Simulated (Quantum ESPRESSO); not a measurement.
```xyz
8
Lattice="-2.7995 2.7995 3.3528 2.7995 -2.7995 3.3528 2.7995 2.7995 -3.3528" Properties=species:S:1:pos:R:3 pbc="T T T"
H      0.0000     2.7995     0.0000
H      2.7995     0.0000     0.0000
F      1.9929    -0.8066     3.3528
F      0.8066     3.6060     0.0000
F      0.8066     1.9929     3.3528
F      1.9929     0.8066     0.0000
K      0.0000     0.0000     5.0293
K      0.0000     0.0000     1.6764
```

The geometry is that of Materials Project entry mp-23846, symmetrised and not relaxed again.

Task: What does PBEsol (Quantum ESPRESSO, PseudoDojo norm-conserving, 84 Ry, without SOC) give for the electronic structure near the Fermi level?

Result: The PBEsol gap is indirect, 7.18 eV, from Z to Γ; the smallest direct gap is 7.24 eV.
